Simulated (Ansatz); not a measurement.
Data sheet: Cl (DFT)

Cl:
```
Cl
1.0
    3.77949     0.00000     0.00000
   -1.88975     3.27314     0.00000
    0.00000     0.00000     7.51674
Cl
4
Direct
  0.00000   0.00000   0.00000
  0.00000   0.00000   0.50000
  0.33333   0.66667   0.25000
  0.66667   0.33333   0.75000
```

Space group P6_3/mmc (No. 194), dhcp (α-La type); conventional cell a = 3.779 Å, b = 3.779 Å, c = 7.517 Å, α = 90.00°, β = 90.00°, γ = 120.00°.

Method: PBE in the plane-wave PAW code Ansatz. Geometry: relaxed at this level of theory. Other levels are named where they apply.

Cell and energy:

```yaml
volume_per_atom: 23.25 Å³
density: 2.53 g/cm³
```

Electronic structure:

```yaml
electronic_character: metallic (no gap)
Density of states at the Fermi level: 1.3 states/eV per atom (mean over ±0.08 eV)
```

Mechanics:

```yaml
Bulk modulus (Birch–Murnaghan fit): 27.8 GPa
Pressure derivative B′: 3.9
```

The cell is a constructed one: a structure type filled with these elements; neither database checked (COD, Materials Project) lists it. It is not the usual solid phase (space group No. 64). The PBE relaxation kept the symmetry of its start; its stability against distortions is not shown here. The substance is a gas or liquid at ambient conditions. A crystal of weakly bound molecules computed without a dispersion correction: the cell and the soft elastic constants depend strongly on that.

Potentials: the later of the program's two PAW sets.
